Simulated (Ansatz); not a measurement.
Relaxed-ion elastic tensor of VSe$_{2}$ (CdI2 type, P-3m1) in GPa (Voigt order), PBEsol in the plane-wave PAW code Ansatz; density 6.08 g/cm³, 19.01 Å³ per atom.

```csv
,1,2,3,4,5,6
1,151,31.7,18.3,-5.9,0.0,0.0
2,31.7,151,18.3,5.9,0.0,0.0
3,18.3,18.3,29.9,0.0,0.0,0.0
4,-5.9,5.9,0.0,15.3,0.0,0.0
5,0.0,0.0,0.0,0.0,15.3,-5.9
6,0.0,0.0,0.0,0.0,-5.9,59.5
```

Is the crystal mechanically stable?

Yes: the smallest eigenvalue of C is 14.6 GPa.

Work out the Voigt, Reuss and Hill averages.

K_V = 52.0, K_R = 28.3, K_H = 40.1; G_V = 35.6, G_R = 21.2, G_H = 28.4 GPa.

Give Young's modulus, Poisson's ratio, Pugh's ratio and the universal anisotropy index.

E = 9KG/(3K + G) = 68.9 GPa; ν = 0.21; K/G = 1.41 (brittle by the Pugh limit of 1.75); A_U = 5G_V/G_R + K_V/K_R − 6 = 4.22.

Estimate the sound speeds and the Debye temperature.

v_l = √((K + 4G/3)/ρ) = 3580 m/s, v_t = √(G/ρ) = 2160 m/s, mean 2390 m/s; Θ = (h/k)(3n/4πV)^(1/3) v_m = 266 K.

How much does each axis shrink under pressure?

Linear compressibilities β_i = Σ_j S_ij (j = 1 to 3): x 2.4, y 2.4, z 31 per TPa.

The first step of the workflow began from a Materials Project structure, measured or hypothetical; the Crystallography Open Database files this formula in space group No. 164, but the cells were not matched. Whether it is the stable phase at ambient conditions was not checked. The cell was relaxed with PBEsol under the symmetry of its start; of distortions, only those at the zone centre were tested. The workflow began spin-polarised and lost its moments. The cell computed holds one magnetic atom, so no antiferromagnetic order was within reach. A crystal of weakly bound layers computed without a dispersion correction: the cell and the soft elastic constants depend strongly on that. As this level gives no gap, shear constants depend on the k-mesh and smearing (Fermi–Dirac, 0.1 eV here).

Potentials: the later of the program's two PAW sets.
